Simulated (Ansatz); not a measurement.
ZnGaNO:
```cif
data_Ga2N2O2Zn2
_chemical_formula_sum 'Zn2 Ga2 N2 O2'
_space_group_name_H-M_alt 'Pmc21'
_space_group_IT_number 26
_space_group_name_Hall 'P 2c -2'
_cell_length_a 3.22886
_cell_length_b 5.53151
_cell_length_c 5.22675
_cell_angle_alpha 90.000
_cell_angle_beta 90.000
_cell_angle_gamma 90.000
loop_
_space_group_symop_operation_xyz
  'x, y, z'
  '-x, -y, z+1/2'
  '-x, y, z'
  'x, -y, z+1/2'
loop_
_atom_site_label
_atom_site_type_symbol
_atom_site_symmetry_multiplicity
_atom_site_Wyckoff_symbol
_atom_site_fract_x
_atom_site_fract_y
_atom_site_fract_z
_atom_site_occupancy
Zn1 Zn 2 b 0.50000 0.17575 0.49056 1
Ga1 Ga 2 a 0.00000 0.34797 0.00685 1
N1 N 2 a 0.00000 0.33563 0.36807 1
O1 O 2 b 0.50000 0.17950 0.88853 1
```

Relaxed with PBEsol. PBEsol in the plane-wave PAW code Ansatz gives a gap of 0.39 eV.

**Question.** What gap does HSE06 give on the same cell (Ansatz, PAW)?

**Answer.** 1.82 eV, 1.43 eV more. The hybrid was solved on a coarser mesh and at special points; the gap given is the minimum over both.

| k | v1 PBEsol | c1 PBEsol | v1 HSE06 | c1 HSE06 |
|---|---|---|---|---|
| Γ | -0.04 | 0.39 | -0.03 | 1.82 |
| X | -1.85 | 5.02 | -1.84 | 6.77 |
| Z | -0.22 | 2.54 | -0.23 | 4.07 |
| U | -2.02 | 5.01 | (withheld) | (withheld) |
| Y | -0.01 | 2.80 | (withheld) | (withheld) |
| S | -1.43 | 4.57 | -1.41 | 6.19 |
| T | -0.38 | 3.55 | (withheld) | (withheld) |
| R | -1.88 | 3.71 | (withheld) | (withheld) |

**Question.** Top valence (v1) and lowest conduction level (c1) in eV from each method's valence maximum (which need not be a listed point): supply the withheld HSE06 values.

**Answer.** 
- R, v1 HSE06: -1.85
- R, c1 HSE06: 5.28
- Y, v1 HSE06: -0.01
- Y, c1 HSE06: 4.35
- T, v1 HSE06: -0.41
- T, c1 HSE06: 5.13
- U, v1 HSE06: -2.00
- U, c1 HSE06: 6.63

Cost on shared cores: the PBEsol run (SCF on a 9×5×6 mesh, then bands and DOS) roughly 2.4 core-minutes, the HSE06 run (SCF on 5×3×3, then a few points) about 4 core-minutes (a rough figure); the tasks are unlike.

Space group Pmc2_1. The first step of the workflow began from a Materials Project structure, measured or hypothetical; the Crystallography Open Database copy checked does not list it. Whether it is the stable phase at ambient conditions was not checked. The cell was relaxed with PBEsol under the symmetry of its start; its stability against distortions is not shown here. Scalar-relativistic: spin–orbit coupling is off unless named, which matters more the heavier the elements.

Potentials: the later of the program's two PAW sets.
